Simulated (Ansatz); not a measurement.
Ca₃GeO (anti-perovskite, Pm-3m) at seven volumes, the program Ansatz at the LDA level (PAW), scaled uniformly. One row is withheld.

```
V (Å³/atom)  P (GPa)
-----------  -------
17.771          8.16
18.357          5.00
18.943          2.31
19.528          0.01
20.114         -1.95
20.700             ?
21.286         -5.04
```

Q: Fit the shown pressures and predict the withheld one.

A: P = (3/2)B₀(x^(7/2) − x^(5/2))[1 + (3/4)(B′ − 4)(x − 1)] with x = (V₀/V)^(2/3). Least squares on the six rows gives V₀ = 19.532 Å³/atom, B₀ = 70.5 GPa, B′ = 4.30. At V = 20.700, x = 0.9620 and P = -3.61 GPa. The run itself gave -3.62 GPa.

The workflow started from a Materials Project entry (that database holds measured and hypothetical structures alike); the Crystallography Open Database files this formula in space group No. 221, but the cells were not matched. Its standing as an ambient phase is unchecked. The LDA relaxation kept the symmetry of its start; of distortions, only those at the zone centre were tested.

Potentials: the later of the program's two PAW sets.
